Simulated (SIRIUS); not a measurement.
A self-consistent single point of GePt3 (C2/m, 8 atoms in the cell; from Materials Project mp-16315, changed as shown).

```xyz
8
Lattice="3.8368 -3.8341 0.0000 3.8368 3.8341 0.0000 -3.8289 0.0000 3.9155" Properties=species:S:1:pos:R:3 pbc="T T T"
Ge     0.0134     0.0000     1.9582
Ge     3.8313     0.0000     1.9573
Pt     1.9223     1.9109     1.9578
Pt     1.9223    -1.9109     1.9578
Pt     5.3076     0.0000     0.0089
Pt    -1.4629     0.0000     3.9066
Pt     3.8368    -2.3650     0.0000
Pt     3.8368     2.3650     0.0000
```

Computed with LDA (PW92), PseudoDojo 0.4 standard norm-conserving LDA (tails mended) pseudopotentials (plane waves; SIRIUS).

SIRIUS settings:

```
key                                                                                                           value
--------------------------------------  ---------------------------------------------------------------------------
parameters.ngridk                                                                                             4 4 4
parameters.xc_functionals                                                                   [XC_LDA_X, XC_LDA_C_PW]
parameters.gk_cutoff                                                                                   9.165 1/bohr
parameters.pw_cutoff                                                                                  18.331 1/bohr
parameters.smearing                                                                                     fermi_dirac
parameters.smearing_width                                                                             0.00367493 Ha
potentials                              PseudoDojo 0.4 standard norm-conserving LDA (tails mended) pseudopotentials
parameters.electronic_structure_method                                                              pseudopotential
parameters.num_bands                                                                                             82
parameters.num_mag_dims                                                                                           0
parameters.num_dft_iter                                                                                         100
parameters.energy_tol                                                                                      1e-07 Ha
parameters.density_tol                                                                                        1e-06
mixer.type                                                                                                 anderson
mixer.beta                                                                                                      0.5
mixer.use_hartree                                                                                             false
```

Results:

* **Number of valence electrons**: 136
* **Number of bands**: 82
* **Number of k-points after the program's reduction**: 24
* **Number of plane waves (most at a k-point)**: 10152
* **Number of SCF iterations**: 15
* **FFT grid**: 64 × 64 × 64
* **Free energy E − TS**: -26196.1213 eV
* **Fermi level (on the code's own zero)**: 22.94 eV
* **Pressure**: 6.53 GPa
* **Largest force (vector length)**: 0.283 eV/Å

Forces (eV/Å):
```json
[
 {"atom": "Ge1", "Fx": "0.013", "Fy": "0.000", "Fz": "0.004"},
 {"atom": "Ge2", "Fx": "-0.013", "Fy": "0.000", "Fz": "-0.004"},
 {"atom": "Pt3", "Fx": "0.000", "Fy": "-0.004", "Fz": "0.000"},
 {"atom": "Pt4", "Fx": "0.000", "Fy": "0.004", "Fz": "0.000"},
 {"atom": "Pt5", "Fx": "0.273", "Fy": "0.000", "Fz": "0.005"},
 {"atom": "Pt6", "Fx": "-0.273", "Fy": "0.000", "Fz": "-0.005"},
 {"atom": "Pt7", "Fx": "0.000", "Fy": "0.283", "Fz": "0.000"},
 {"atom": "Pt8", "Fx": "0.000", "Fy": "-0.283", "Fz": "0.000"}
]
```

Stress (GPa, positive for compression):
```
 5.68   0.00  -0.03
 0.00   5.75   0.00
-0.03   0.00   8.17
```

For comparison: a first run was changed to give this one (lattice scaled by 0.98), and from it to this one the free energy drops by 8.3 meV/atom, the pressure goes from -8.59 to 6.53 GPa and the largest force goes from 0.101 to 0.283 eV/Å.

The structure comes from a collection of computed structures, made at another level of theory; the collection holds predicted forms beside known ones. No clean gap shows at this smearing width and mesh (spacing up to 0.40 Å⁻¹); the mesh is coarse for partly filled bands, so the values carry mesh errors.

Cost on one core: very roughly 9 core-minutes.

“Tails mended”: in these copies of the files the far tail of each local potential was reset to the Coulomb form.
